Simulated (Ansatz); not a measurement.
InSb in space group P4_2/mmc (No. 131; In on 2c, Sb on 2e), plane-wave PAW PBE (Ansatz code), all energies at zero smearing, with the estimated change up to a 700 eV cutoff added, with one set of potentials and settings (totals compare only within such a set). Cell of 4 atoms (2 In, 2 Sb): -24163.552 eV.

```tsv
element	reference phase	E (eV/atom)
In	I4/mmm, 1 atoms in the cell	-5597.8481
Sb	R-3m, 2 atoms in the cell	-6484.4916
```

Formation energy per atom, worked out: (-24163.552 − 2×(-5597.8481) − 2×(-6484.4916))/4 = 0.282 eV/atom (27 kJ per mol of atoms), at 0 K, without zero-point energy or fitted corrections.

A made-up cell: these elements were put on the sites of a structure type; neither database checked (COD, Materials Project) lists it. It is not the phase usual at ambient conditions (space group No. 216). Symmetry was held in the PBE relaxation; whether a distortion lowers the energy is not shown. The references are the lowest solids computed at this level, not always the standard phases. Spin–orbit coupling is left out wherever it is not named.

Potentials: the later of the program's two PAW sets.
